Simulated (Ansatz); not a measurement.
**Zn$_{4}$SeS$_{3}$ (I-42m) at 2 levels of theory**

One geometry, relaxed with PBE; plane waves with PAW potentials in Ansatz, scalar-relativistic. No spin polarisation. Gaps are the least over mesh and band path; pressure is positive in compression.

```
Zn Se S
1.0
    -2.75797    2.75797    5.51284
     2.75797   -2.75797    5.51284
     2.75797    2.75797   -5.51284
Zn Se S
4 1 3
Direct
  0.37010 0.88640 0.00000
  0.11360 0.11360 0.48371
  0.88640 0.37010 0.00000
  0.62990 0.62990 0.51629
  0.50000 0.50000 0.00000
  0.75000 0.25000 0.50000
  0.25000 0.75000 0.50000
  0.00000 0.00000 0.00000
```

| level | cutoff (eV) | k mesh | gap (eV) | pressure (GPa) |
| --- | --- | --- | --- | --- |
| PBE | 420 | 8×8×8 | 1.76 | 0.0 |

Question: What comes out on the same cell with r2SCAN?

Answer:
```json
{"level": "r2SCAN", "cutoff (eV)": "500", "k mesh": "8×8×8", "gap (eV)": "2.31", "pressure (GPa)": "-2.2"}
```

The cell was found from a structure generator's guess, not taken from experiment.
